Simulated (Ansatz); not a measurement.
Ni:
```
CELL_PARAMETERS angstrom
      2.30473     0.00000     0.00000
      0.00000     2.30473     0.00000
      0.00000     0.00000     2.30473
ATOMIC_POSITIONS crystal
  Ni 0.00000 0.00000 0.00000
```
Starting moments (μB, in the order of the atoms Ni): 0.9.

Relaxed with r²SCAN. Special points in fractions of this cell's reciprocal vectors: Γ (0.000, 0.000, 0.000); X (0.000, 0.500, 0.000); M (0.500, 0.500, 0.000); R (0.500, 0.500, 0.500).

List the band energies nearest the Fermi level at these points for r²SCAN (plane waves, PAW; program Ansatz).

In eV from the Fermi level; about four levels below and three above (degenerate sets whole), none deeper than 8.9 eV; … stands for higher levels left out; points with the same levels are listed once.

```tsv
k	below	above
Γ ↑	-8.61 -4.30 -4.30	…
X ↑	-3.86 -2.00 -2.00 -1.29	…
M ↑	-3.46 -1.78 -1.78 -0.12	…
R ↑	-3.94 -3.94 -3.94 -0.06 -0.06	…
Γ ↓	-8.68 -3.31 -3.31	…
X ↓	-2.80 -1.39 -0.77 -0.77	…
M ↓	-4.07 -2.46 -0.53 -0.53	1.22 …
R ↓	-2.97 -2.97 -2.97	1.28 1.28 …
```

Space group Pm-3m (simple cubic). A made-up cell: these elements were put on the sites of a structure type; neither database checked (COD, Materials Project) lists it. It is not the phase usual at ambient conditions (space group No. 225). The r²SCAN relaxation kept the symmetry of its start; its stability against distortions is not shown here. The final state is ferromagnetic, chosen from 3 collinear starts compared on coarse meshes (ties went to the first, and starts can fall back to one state), not a proven ground state. Other orbital occupations within this spin state were not tried. For itinerant 3d metals, meta-GGAs of the SCAN family and hybrids are commonly reported to give too large moments.

Potentials: the later of the program's two PAW sets.
